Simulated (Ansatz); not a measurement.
Q: Zr (hcp (Mg type), P6_3/mmc) is relaxed with the program Ansatz at the PBEsol level (PAW). What lattice parameters of the conventional cell result?

A: a = 3.184 Å, c = 5.119 Å.

The cell was relaxed with PBEsol under the symmetry of its start. No spin polarisation was allowed. Axis ratios of metals converge slowly with the k-mesh, so a and c are less sure than the volume.

Potentials: the earlier of the program's two PAW sets. The files were generated under PBE; for other functionals the program regenerates the frozen cores, and for LDA and PBEsol the local potential too.
